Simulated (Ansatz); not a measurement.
A geometry of Ba away from equilibrium: step 3 of the relaxation of a relaxed Ba cell, doubled along one cell vector, shaken by Gaussian noise of σ = 0.08 Å a coordinate. Calculation: r2SCAN (plane waves to 500 eV, PAW, scalar-relativistic; Ansatz, a quantum-chemistry and plane-wave program). Γ-centred k-mesh 8×8×4 on the run's cell (coarser than for final values), Fermi–Dirac smearing 0.05 eV.

```
CELL_PARAMETERS angstrom
      3.90547     0.00626     0.00233
      0.00626     3.90927    -0.00430
      0.00466    -0.00860     7.75405
ATOMIC_POSITIONS crystal
  Ba 0.05009 0.91661 0.00172
  Ba 0.93676 0.09517 0.51011
```

Question: Predict the force on each atom, in eV/Å.

Answer: 
```json
[
 {"atom": "Ba1", "Fx": "0.08", "Fy": "-0.11", "Fz": "0.09"},
 {"atom": "Ba2", "Fx": "-0.08", "Fy": "0.11", "Fz": "-0.09"}
]
```

Question: What is the pressure?

Answer: +0.1 GPa, compression positive.

Question: How far above the relaxed end point is this geometry?

Answer: 0.22 eV/atom; the path ends in Im-3m (No. 229) (bcc (W type)).

No spin polarisation in the result.

The run could not lose the symmetry of its start.

Of the parent cell (Pm-3m (No. 221)): it is a generated cell of Ba: the first start was made by placing the elements on the sites of a structure type, and the end was not matched to a known phase here, so it may be hypothetical. Known forms of Ba include space group No. 229.
